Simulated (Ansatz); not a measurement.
InAg₂ (cubic Laves (MgCu2 type), space group No. 227), a = 7.752 Å, b = 7.752 Å, c = 7.752 Å, α = 90.00°, β = 90.00°, γ = 90.00°; the cell used has 6 atoms.

Relaxed with PBEsol.

Problem. Decompose the optical modes at the zone centre into irreducible representations, and say which are infrared and Raman allowed.

Solution. Point group m-3m: Γ_opt = A2u + Eu + 2T1u + T2g + T2u. Infrared: T1u. Raman: T2g.

Problem. Assign frequencies (DFPT, PBEsol (plane waves, PAW; program Ansatz)).

Solution. T2u 52i, T1u 63, T2g 73, Eu 116, T1u 172, A2u 250 cm⁻¹.

Space group Fd-3m (cubic Laves (MgCu2 type)). A made-up cell: these elements were put on the sites of a structure type; neither database checked (COD, Materials Project) lists it. Whether it is the stable phase at ambient conditions was not checked. Symmetry was held in the PBEsol relaxation. At this level the phase is dynamically unstable (imaginary phonons). The run is not spin-polarised. As this level gives no gap, phonon frequencies hold no LO–TO term and depend on the k-mesh and smearing (Fermi–Dirac, 0.1 eV here).

Potentials: the earlier of the program's two PAW sets. The files were generated under PBE; for other functionals the program regenerates the frozen cores, and for LDA and PBEsol the local potential too.
